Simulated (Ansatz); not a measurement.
Si₁₂W:
```yaml
crystal:
  lattice:
    - [7.09232, 0.00000, 0.00000]
    - [-3.54616, 6.14213, 0.00000]
    - [0.00000, 0.00000, 5.17075]
  atoms:
    - { symbol: W, position: [0.00000, 0.00000, 0.00000] }
    - { symbol: Si, position: [0.33415, 0.00000, 0.73696] }
    - { symbol: Si, position: [0.33415, 0.00000, 0.26304] }
    - { symbol: Si, position: [0.33415, 0.33415, 0.73696] }
    - { symbol: Si, position: [0.33415, 0.33415, 0.26304] }
    - { symbol: Si, position: [0.00000, 0.33415, 0.73696] }
    - { symbol: Si, position: [0.00000, 0.33415, 0.26304] }
    - { symbol: Si, position: [0.66585, 0.00000, 0.73696] }
    - { symbol: Si, position: [0.66585, 0.00000, 0.26304] }
    - { symbol: Si, position: [0.66585, 0.66585, 0.73696] }
    - { symbol: Si, position: [0.66585, 0.66585, 0.26304] }
    - { symbol: Si, position: [0.00000, 0.66585, 0.73696] }
    - { symbol: Si, position: [0.00000, 0.66585, 0.26304] }
```

Relaxed with PBE+D3(BJ). Special points in fractions of this cell's reciprocal vectors: Γ (0.000, 0.000, 0.000); M (0.500, 0.000, 0.000); K (0.333, 0.333, 0.000); A (0.000, 0.000, 0.500); L (0.500, 0.000, 0.500); H (0.333, 0.333, 0.500).

Question: List the band energies nearest the Fermi level at these points for the program Ansatz at the PBE+D3(BJ) with spin–orbit coupling level (PAW).

Answer: In eV from the Fermi level; about four levels below and three above (degenerate sets whole), none deeper than 8.9 eV; points with the same levels are listed once.

| k | below | above |
|---|---|---|
| Γ | -0.30 -0.30 -0.12 -0.12 | 0.07 0.07 0.11 0.11 |
| M | -0.42 -0.42 -0.23 -0.23 | 0.48 0.48 0.92 0.92 |
| K | -1.73 -1.73 -1.15 -1.15 | 0.58 0.58 0.78 0.78 |
| A | -1.76 -1.76 -1.55 -1.55 | 0.17 0.17 0.33 0.33 |
| L | -0.21 -0.21 -0.03 -0.03 | 0.15 0.15 0.29 0.29 |
| H | -0.77 -0.77 -0.36 -0.36 | 0.30 0.30 0.31 0.31 |

Space group P6/mmm. The start of the workflow was typed in or built on a structure type; neither database checked (COD, Materials Project) lists it. Whether it is the stable phase at ambient conditions was not checked. Symmetry was held in the PBE+D3(BJ) relaxation; its stability against distortions is not shown here. No spin polarisation was allowed. Its formation energy is positive at this level, so the cell may be metastable or incomplete.

Potentials: the earlier of the program's two PAW sets.
